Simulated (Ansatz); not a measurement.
**Relaxing a structure of Ni**

The start is a relaxed Ni cell, doubled along one cell vector, shaken by Gaussian noise of σ = 0.08 Å a coordinate. Cell shape, volume and atoms are optimised at zero target pressure with r2SCAN (plane waves to 500 eV, PAW, scalar-relativistic; Ansatz, an electronic-structure program). The first steps use a coarse 16×16×8 k-mesh.

Input geometry:
```
CELL_PARAMETERS angstrom
      0.00000     1.73990     1.73990
      1.73990     0.00000     1.73990
      3.47979     3.47979     0.00000
ATOMIC_POSITIONS crystal
  Ni 0.42666 0.56525 0.21940
  Ni 0.52918 0.56555 0.70004
```
Spin-polarised start, with parallel moments on Ni.

Largest initial force: 1.02 eV/Å, on Ni1, Ni2 (atoms numbered as listed)
Energy released: 0.04 eV/atom
Relative to the parent: The parent structure is recovered, Fm-3m (No. 225)
Band gap at the end: no gap (metallic)
Moments at the end: net 0.74 μB/atom, ferromagnetic
Optimiser moves: 6

Final values are on a 23×23×23 k-mesh of the relaxed cell. Spin state reached: ferromagnetic (net 0.74 μB/atom), from parallel starting moments; other spin orders were not run from this start. r2SCAN tends to overstate moments in metals.

The run could not lose the symmetry of its start.
